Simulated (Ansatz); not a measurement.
La:
```xyz
4
Lattice="3.5841 0.0000 0.0000 -1.7921 3.1039 0.0000 0.0000 0.0000 11.5601" Properties=species:S:1:pos:R:3 pbc="T T T"
La     0.0000     0.0000     0.0000
La     0.0000     0.0000     5.7801
La     0.0000     2.0693     2.8900
La     1.7921     1.0346     8.6701
```

Relaxed with LDA. Special points in fractions of this cell's reciprocal vectors: Γ (0.000, 0.000, 0.000); M (0.500, 0.000, 0.000); K (0.333, 0.333, 0.000); A (0.000, 0.000, 0.500); L (0.500, 0.000, 0.500); H (0.333, 0.333, 0.500).

**Question.** List the band energies nearest the Fermi level at these points for plane-wave PAW LDA (Ansatz code).

**Answer.** In eV from the Fermi level; about four levels below and three above (degenerate sets whole), none deeper than 8.9 eV; points with the same levels are listed once.

```
k                          below                above
-  -----------------------------  -------------------
Γ        -3.11 -1.97 -1.76 -1.74  0.59 0.76 1.21 1.22
M        -1.31 -0.89 -0.32 -0.26       0.45 1.13 1.19
K  -1.19 -1.19 -0.87 -0.63 -0.63       0.26 0.43 0.43
A        -2.57 -2.57 -1.83 -1.83  0.69 0.69 1.29 1.29
L        -1.57 -1.57 -1.34 -1.34  0.59 0.59 1.35 1.35
H        -1.43 -1.43 -0.42 -0.42  0.04 0.04 0.15 0.15
```

Space group P6_3/mmc (dhcp (α-La type)). The LDA relaxation kept the symmetry of its start. Spin–orbit coupling is left out wherever it is not named.

Potentials: the later of the program's two PAW sets.
